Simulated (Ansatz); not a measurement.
Si₂W in space group P6_222 (No. 180; Si on 6j, W on 3d), the program Ansatz at the PBEsol level (PAW), all energies at zero smearing, with the estimated change up to a 700 eV cutoff added, with one set of potentials and settings (totals compare only within such a set). Cell of 9 atoms (6 Si, 3 W): -34505.136 eV.

```json
[
 {"element": "Si", "reference phase": "Fd-3m, 2 atoms in the cell", "E (eV/atom)": "-621.4938"},
 {"element": "W", "reference phase": "Im-3m, 1 atoms in the cell", "E (eV/atom)": "-10257.5790"}
]
```

Formation energy per atom, worked out: (-34505.136 − 6×(-621.4938) − 3×(-10257.5790))/9 = -0.382 eV/atom (-37 kJ per mol of atoms), at 0 K, without zero-point energy or fitted corrections.

The first step of the workflow began from a Materials Project structure, measured or hypothetical; the Crystallography Open Database copy checked does not list it. It is not the phase usual at ambient conditions (space group No. 139). The cell was relaxed with PBEsol under the symmetry of its start; its stability against distortions is not shown here. The run is not spin-polarised. The references are the lowest solids computed at this level, not always the standard phases. Scalar-relativistic: spin–orbit coupling is off unless named, which matters more the heavier the elements.

Potentials: the earlier of the program's two PAW sets. The files were generated under PBE; for other functionals the program regenerates the frozen cores, and for LDA and PBEsol the local potential too.
